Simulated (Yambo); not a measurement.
G0W0@LDA for AlPO$_{4}$ (space group P2_1, No. 4) in Yambo (2×1×2 mesh, 7 Ry block, plasmon pole, screening fixed), without a terminator:

```tsv
bands N in G	gap Γ → Γ (eV)	shift of the valence edge (eV)
101	8.413	-1.229
171	8.513	-1.476
264	8.615	-1.635
```

Q: Extrapolate both columns to infinite N with E(N) = E∞ + A/N, test the form, and compare with the terminator.

A: From two points, E∞ = (N2 E2 − N1 E1)/(N2 − N1). The two largest N give 8.80 eV for the gap and -1.93 eV for the shift; the two smallest give 8.66 eV and -1.83 eV. For the gap the slopes A are -25 and -50 eV: the form isn't reached, and its limit is uncertain. For the shift the slopes A are 61 and 77 eV: the form isn't reached, and its limit is uncertain. With the Bruneval-Gonze terminator and 264 bands the run gives 8.73 eV and -1.84 eV, 0.07 eV and 0.08 eV from the extrapolated values: the terminator too is an estimate of the remainder. Block, mesh and the bands in W are held fixed.

Geometry of the Materials Project entry, not relaxed at this level; primitive cell a = 4.982 Å, b = 8.271 Å, c = 5.061 Å, α = 90.00°, β = 118.56°, γ = 90.00°.

A shift is the quasiparticle energy of the state minus its LDA energy.
